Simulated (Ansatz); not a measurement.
## K (bcc, W type), frozen-phonon scan

Starting cell, K (bcc, W type):

```yaml
crystal:
  lattice:
    - [-5.27944, 5.27944, 5.27944]
    - [2.63972, -2.63972, 2.63972]
    - [2.63972, 2.63972, -2.63972]
  atoms:
    - { symbol: K, position: [0.00000, 0.00000, 0.00000] }
    - { symbol: K, position: [0.50000, 0.00000, 0.00000] }
```

The atoms are displaced by Q × the pattern below (from a DFPT mode at N = (0.5, 0.0, 0.0), largest move 1; Q in Å), at fixed cell. (q is in reciprocal vectors of the primitive cell; the cell shown is doubled to hold the pattern.)

```
atom       x      y      z
----  ------  -----  -----
K1     1.000  0.000  0.000
K2    -1.000  0.000  0.000
```

Method: PBE (plane waves to 420 eV, PAW, scalar-relativistic; Ansatz, a first-principles code). k mesh 13×13×13 (Γ-centred), Fermi-Dirac smearing 0.05 eV. The energy includes the smearing's −TS. With partly filled bands, energies and forces of such displacements shift with the k mesh and the smearing. K was relaxed with its symmetry unable to fall. The zero of ΔE is the undisplaced structure.

| Q (Å) | ΔE (meV/cell) | −dE/dQ from forces (eV/Å) |
|---|---|---|
| -0.280 | 27.0 | 0.187 |
| -0.233 | 19.0 | 0.159 |
| -0.187 | 12.2 | 0.129 |
| -0.140 | 6.9 | 0.098 |
| -0.093 | 3.1 | 0.066 |
| -0.047 | 0.8 | 0.033 |
| 0.000 | 0.0 | 0.000 |
| 0.047 | 0.8 | -0.033 |
| 0.093 | 3.1 | -0.066 |
| 0.140 | 6.9 | -0.098 |
| 0.187 | 12.2 | -0.129 |
| 0.233 | 19.0 | -0.159 |
| 0.280 | 27.0 | -0.187 |

What the scan shows:

- Energy at Q = 0.280 Å: 27.0 meV/cell
- Space group of the distorted cell: Cmcm (No. 63), lowered from Im-3m
- Symmetry of the curve: even: the same for both signs
- Shape of the curve: a single well with its minimum at or next to zero displacement
- Harmonic wavenumber from the curvature (finite differences): 50 cm⁻¹

(A displaced cell: forces are minus the slopes of the energy, force constants its curvatures, and phonons follow from these.)
